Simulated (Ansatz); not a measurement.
NbSi2:
```
NbSi2
1.0
    4.79613     0.00000     0.00000
   -2.39807     4.15357     0.00000
    0.00000     0.00000     6.57792
Nb Si
3 6
Direct
  0.50000   0.50000   0.66667
  0.00000   0.50000   0.33333
  0.50000   0.00000   0.00000
  0.68344   0.84172   0.33333
  0.84172   0.68344   0.00000
  0.15828   0.84172   0.66667
  0.31656   0.15828   0.33333
  0.15828   0.31656   0.00000
  0.84172   0.15828   0.66667
```

Relaxed with r²SCAN. Special points in fractions of this cell's reciprocal vectors: Γ (0.000, 0.000, 0.000); M (0.500, 0.000, 0.000); K (0.333, 0.333, 0.000); A (0.000, 0.000, 0.500); L (0.500, 0.000, 0.500); H (0.333, 0.333, 0.500).

Question: List the band energies nearest the Fermi level at these points for the program Ansatz at the r²SCAN level (PAW).

Answer: In eV from the Fermi level; about four levels below and three above (degenerate sets whole), none deeper than 8.9 eV; points with the same levels are listed once.

```csv
k,below,above
Γ,-2.36 -2.36 -2.09 -2.09 -1.20,0.89 3.34 3.58
M,-1.10 -0.75 -0.14 -0.07,0.81 1.26 1.62
K,-1.91 -1.91 -1.71 -1.69 -1.69,0.32 0.32 0.44
A,-2.21 -1.82 -1.56 -1.56,1.06 1.06 2.95 2.95
L,-1.94 -1.78 -0.67 -0.33,1.51 1.93 2.46
H,-0.82 -0.82 -0.19 -0.19,0.88 2.16 2.24 2.24
```

Space group P6_422. The first step of the workflow began from a Materials Project structure, measured or hypothetical; the Crystallography Open Database files this formula in space group No. 181, but the cells were not matched. Whether it is the stable phase at ambient conditions was not checked. Symmetry was held in the r²SCAN relaxation; its stability against distortions is not shown here. No spin polarisation was allowed. Scalar-relativistic: spin–orbit coupling is off unless named, which matters more the heavier the elements.

Potentials: the later of the program's two PAW sets.
